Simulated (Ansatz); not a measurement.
Cs:
```
CELL_PARAMETERS angstrom
     -3.00559     3.00559     3.00559
      3.00559    -3.00559     3.00559
      3.00559     3.00559    -3.00559
ATOMIC_POSITIONS crystal
  Cs 0.00000 0.00000 0.00000
```

Relaxed with PBEsol.

Task: Which orbitals make up the states near the Fermi level in PBEsol in the plane-wave PAW code Ansatz?

Result: Within 0.5 eV of the Fermi level: Cs 6s 86 %, outside the projected shells 13 %. Projections are on Löwdin-orthogonalised atomic valence shells; empty p or d shells of many metals are not among them.

Task: Tabulate the density of states.

Result: States/eV per cell of 1 atom, in 0.25 eV bins, energy from the Fermi level.

| E (eV) | total | Cs 6s | Cs 5p |
|---|---|---|---|
| -7.85 | 0.00 | 0.00 | 0.00 |
| -7.60 | 0.00 | 0.00 | 0.00 |
| -7.35 | 0.00 | 0.00 | 0.00 |
| -7.10 | 0.00 | 0.00 | 0.00 |
| -6.85 | 0.00 | 0.00 | 0.00 |
| -6.60 | 0.00 | 0.00 | 0.00 |
| -6.35 | 0.00 | 0.00 | 0.00 |
| -6.10 | 0.00 | 0.00 | 0.00 |
| -5.85 | 0.00 | 0.00 | 0.00 |
| -5.60 | 0.00 | 0.00 | 0.00 |
| -5.35 | 0.00 | 0.00 | 0.00 |
| -5.10 | 0.00 | 0.00 | 0.00 |
| -4.85 | 0.00 | 0.00 | 0.00 |
| -4.60 | 0.00 | 0.00 | 0.00 |
| -4.35 | 0.00 | 0.00 | 0.00 |
| -4.10 | 0.00 | 0.00 | 0.00 |
| -3.85 | 0.00 | 0.00 | 0.00 |
| -3.60 | 0.00 | 0.00 | 0.00 |
| -3.35 | 0.00 | 0.00 | 0.00 |
| -3.10 | 0.00 | 0.00 | 0.00 |
| -2.85 | 0.00 | 0.00 | 0.00 |
| -2.60 | 0.00 | 0.00 | 0.00 |
| -2.35 | 0.00 | 0.00 | 0.00 |
| -2.10 | 0.00 | 0.00 | 0.00 |
| -1.85 | 0.00 | 0.00 | 0.00 |
| -1.60 | 0.16 | 0.15 | 0.00 |
| -1.35 | 0.30 | 0.29 | 0.00 |
| -1.10 | 0.42 | 0.41 | 0.01 |
| -0.85 | 0.54 | 0.52 | 0.01 |
| -0.60 | 0.68 | 0.65 | 0.02 |
| -0.35 | 0.86 | 0.81 | 0.02 |
| -0.10 | 1.20 | 1.10 | 0.02 |
| 0.15 | 1.44 | 1.24 | 0.01 |
| 0.40 | 1.27 | 0.92 | 0.01 |
| 0.65 | 1.43 | 0.45 | 0.00 |
| 0.90 | 3.14 | 0.03 | 0.00 |
| 1.15 | 2.77 | 0.05 | 0.00 |
| 1.40 | 2.45 | 0.07 | 0.00 |
| 1.65 | 2.90 | 0.08 | 0.00 |
| 1.90 | 2.35 | 0.10 | 0.00 |
| 2.15 | 1.55 | 0.10 | 0.00 |
| 2.40 | 1.43 | 0.07 | 0.00 |
| 2.65 | 1.69 | 0.07 | 0.00 |
| 2.90 | 2.18 | 0.08 | 0.00 |
| 3.15 | 3.57 | 0.12 | 0.00 |
| 3.40 | 3.61 | 0.07 | 0.00 |
| 3.65 | 4.21 | 0.03 | 0.00 |
| 3.90 | 3.94 | 0.02 | 0.00 |
| 4.15 | 1.68 | 0.03 | 0.00 |
| 4.40 | 1.62 | 0.04 | 0.00 |

Space group Im-3m (bcc (W type)). The PBEsol relaxation kept the symmetry of its start. Scalar-relativistic: spin–orbit coupling is off unless named, which matters more the heavier the elements.

Potentials: the later of the program's two PAW sets.
